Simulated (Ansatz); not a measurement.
MoS2:
Space group R-3m, hexagonal axes (No. 166); a = b = 3.202 Å, c = 18.281 Å, α = β = 90.00°, γ = 120.00°

```
atom  site  symmetry       x       y       z
----  ----  --------  ------  ------  ------
Mo      3a       -3m  0.0000  0.0000  0.0000
S       6c        3m  0.0000  0.0000  0.2482
```
(The calculation used a cell of 3 atoms; values per cell refer to that cell.)

Relaxed with r²SCAN+D4.

Which orbitals make up the states near the Fermi level in the program Ansatz at the r²SCAN+D4 level (PAW)?

Within 0.5 eV of the Fermi level: Mo 4d 52 %, S 3p 45 %. Projections are on Löwdin-orthogonalised atomic valence shells; empty p or d shells of many metals are not among them.

Tabulate the density of states.

States/eV per cell of 3 atoms, in 0.25 eV bins, energy from the Fermi level.

| E (eV) | total | S 3p | Mo 4d | S 3s |
|---|---|---|---|---|
| -7.85 | 0.00 | 0.00 | 0.00 | 0.00 |
| -7.60 | 0.00 | 0.00 | 0.00 | 0.00 |
| -7.35 | 0.06 | 0.04 | 0.02 | 0.00 |
| -7.10 | 0.65 | 0.39 | 0.19 | 0.01 |
| -6.85 | 0.94 | 0.57 | 0.27 | 0.02 |
| -6.60 | 1.17 | 0.72 | 0.34 | 0.03 |
| -6.35 | 1.97 | 1.23 | 0.58 | 0.04 |
| -6.10 | 2.36 | 1.50 | 0.73 | 0.05 |
| -5.85 | 3.30 | 2.20 | 0.94 | 0.06 |
| -5.60 | 2.58 | 1.83 | 0.62 | 0.05 |
| -5.35 | 1.46 | 0.87 | 0.48 | 0.05 |
| -5.10 | 2.52 | 1.48 | 0.84 | 0.10 |
| -4.85 | 2.95 | 1.79 | 0.94 | 0.13 |
| -4.60 | 2.48 | 1.47 | 0.82 | 0.11 |
| -4.35 | 3.47 | 1.95 | 1.31 | 0.12 |
| -4.10 | 4.62 | 2.42 | 1.93 | 0.17 |
| -3.85 | 1.91 | 1.16 | 0.62 | 0.09 |
| -3.60 | 1.44 | 0.95 | 0.39 | 0.06 |
| -3.35 | 1.93 | 1.38 | 0.42 | 0.08 |
| -3.10 | 2.84 | 2.17 | 0.48 | 0.10 |
| -2.85 | 2.34 | 1.77 | 0.43 | 0.07 |
| -2.60 | 1.82 | 1.33 | 0.39 | 0.05 |
| -2.35 | 1.84 | 1.28 | 0.48 | 0.04 |
| -2.10 | 1.88 | 1.24 | 0.57 | 0.02 |
| -1.85 | 1.03 | 0.66 | 0.34 | 0.01 |
| -1.60 | 1.13 | 0.61 | 0.48 | 0.01 |
| -1.35 | 1.19 | 0.49 | 0.66 | 0.02 |
| -1.10 | 1.61 | 0.58 | 0.98 | 0.02 |
| -0.85 | 1.71 | 0.58 | 1.06 | 0.03 |
| -0.60 | 1.27 | 0.46 | 0.77 | 0.02 |
| -0.35 | 0.74 | 0.31 | 0.40 | 0.00 |
| -0.10 | 0.90 | 0.43 | 0.45 | 0.00 |
| 0.15 | 1.69 | 0.79 | 0.85 | 0.01 |
| 0.40 | 2.42 | 1.08 | 1.28 | 0.01 |
| 0.65 | 2.44 | 0.86 | 1.53 | 0.01 |
| 0.90 | 2.88 | 0.63 | 2.20 | 0.01 |
| 1.15 | 1.49 | 0.32 | 1.12 | 0.01 |
| 1.40 | 1.66 | 0.35 | 1.23 | 0.01 |
| 1.65 | 2.89 | 0.50 | 2.27 | 0.01 |
| 1.90 | 0.46 | 0.10 | 0.34 | 0.00 |
| 2.15 | 0.38 | 0.13 | 0.19 | 0.01 |
| 2.40 | 0.82 | 0.30 | 0.40 | 0.03 |
| 2.65 | 1.87 | 0.73 | 0.90 | 0.08 |
| 2.90 | 2.38 | 1.00 | 1.12 | 0.09 |
| 3.15 | 2.42 | 1.16 | 1.07 | 0.06 |
| 3.40 | 2.04 | 1.03 | 0.89 | 0.05 |
| 3.65 | 1.13 | 0.48 | 0.53 | 0.06 |
| 3.90 | 1.22 | 0.43 | 0.57 | 0.11 |
| 4.15 | 1.43 | 0.50 | 0.64 | 0.12 |
| 4.40 | 1.04 | 0.38 | 0.44 | 0.08 |
| 4.65 | 0.87 | 0.32 | 0.35 | 0.06 |

The first step of the workflow began from a Materials Project structure, measured or hypothetical; the Crystallography Open Database files this formula in space group No. 166, but the cells were not matched. It is not the phase usual at ambient conditions (space group No. 160, 194). The r²SCAN+D4 relaxation kept the symmetry of its start; its stability against distortions is not shown here. The run is not spin-polarised. Scalar-relativistic: spin–orbit coupling is off unless named, which matters more the heavier the elements.

Potentials: the later of the program's two PAW sets.
